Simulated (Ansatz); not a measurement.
# EuZn (Pm-3m): moments, gap and shell filling against U

```
CELL_PARAMETERS angstrom
3.80800 0.00000 0.00000
0.00000 3.80800 0.00000
0.00000 0.00000 3.80800
ATOMIC_POSITIONS crystal
Eu 0.00000 0.00000 0.00000
Zn 0.50000 0.50000 0.50000
```

The source of the geometry is a structure as deposited in COD; atoms and cell stay fixed.

Settings: LDA, 9×9×9 k mesh, Fermi–Dirac smearing of 0.08 eV. PAW means Ansatz 0.2.0 on its default frozen-core files; LAPW is all-electron LAPW in Ansatz 0.2.0. Site moments are integrated in spheres about the atoms, whose radii differ between the methods. Start moments of the first PAW run (μB): Eu1 7.

U is Dudarev's effective value on Löwdin-orthogonalised free-atom orbitals with fully localised double counting, unless a row says otherwise (a row with U and J takes Liechtenstein's form); the search for lower states is left at its default. Gaps are Kohn–Sham gaps on the k mesh over both spins.

```tsv
run	largest site moment PAW (μB)	largest site moment LAPW (μB)	gap PAW (eV)	gap LAPW (eV)	Eu f electrons PAW	electrons LAPW	P PAW (GPa)	P LAPW (GPa)
no U	6.79	6.90	metal	metal	6.83	6.82	-5.8	-5.7
U = 3 eV on Eu f	6.91	7.02	metal	metal	6.94	6.94	-4.6	-4.5
U = 6 eV on Eu f	6.95	7.06	metal	metal	6.98	6.98	-4.0	-3.9
U = 8 eV on Eu f	6.96	7.07	metal	metal	6.98	6.98	-3.7	-3.6
```

The PAW files were made with PBE; the program remakes their cores once for the run's functional and then keeps them frozen. Spin–orbit coupling is left out although heavy atoms are present. In at least one run the program's final test of stability wasn't made or came to no verdict. With open f shells a run can end in a state that isn't the lowest. The magnetic state is the one that this cell and start allow. It needn't be the compound's measured order, which may need a larger cell or be absent.
